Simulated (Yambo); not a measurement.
**Optical response of CsHF2**

```
CELL_PARAMETERS angstrom
     -3.05630     3.05630     3.88883
      3.05630    -3.05630     3.88883
      3.05630     3.05630    -3.88883
ATOMIC_POSITIONS crystal
  H  0.50000 0.00000 0.50000
  H  0.00000 0.50000 0.50000
  F  0.36801 0.86801 0.23602
  F  0.63199 0.13199 0.76398
  F  0.86801 0.63199 0.50000
  F  0.13199 0.36801 0.50000
  Cs 0.75000 0.75000 0.00000
  Cs 0.25000 0.25000 0.00000
```

Yambo, RPA with local fields on PBEsol bands; 4×4×4 mesh, 109 bands, 3 Ry local-field block, 0.2 eV broadening; field along z.

```csv
E (eV),Im ε,Re ε,"Im ε, independent particles"
0.0,0.00,2.05,0.00
0.5,0.00,2.05,0.00
1.0,0.00,2.05,0.00
1.5,0.00,2.06,0.01
2.0,0.01,2.07,0.01
2.5,0.01,2.09,0.01
3.0,0.01,2.11,0.01
3.5,0.01,2.13,0.01
4.0,0.01,2.17,0.02
4.5,0.02,2.20,0.02
5.0,0.02,2.25,0.03
5.5,0.03,2.32,0.04
6.0,0.04,2.40,0.05
6.5,0.06,2.51,0.07
7.0,0.12,2.69,0.13
7.5,0.25,2.84,0.27
8.0,0.58,3.13,0.62
8.5,0.86,3.09,0.92
9.0,1.62,3.12,1.88
9.5,1.68,2.56,1.96
10.0,1.57,1.76,1.81
10.5,1.18,1.84,1.43
11.0,1.18,2.10,1.47
11.5,1.13,2.12,1.58
12.0,1.50,2.31,2.87
12.5,2.06,1.82,3.50
13.0,1.88,1.48,3.39
13.5,1.65,0.78,2.54
14.0,0.96,1.18,2.10
14.5,1.05,1.48,2.57
15.0,1.42,1.78,3.43
15.5,1.63,1.17,2.56
16.0,1.47,1.04,2.10
16.5,1.14,1.35,2.16
17.0,1.37,1.45,1.40
17.5,2.16,1.37,0.96
18.0,2.18,0.39,0.85
18.5,1.12,-0.12,0.63
19.0,0.97,0.37,0.65
19.5,0.95,0.44,0.63
20.0,0.82,0.44,0.54
```

Structure narrower than a few tenths of an eV can come from the finite k mesh. Convergence of the RPA response with its 4×4×4 mesh was not tested. No excitonic effects at this level.

Geometry of the Materials Project entry, not relaxed at this level.

The structure is a Materials Project entry; no match was found in the copy of COD used, and its stability was not checked.
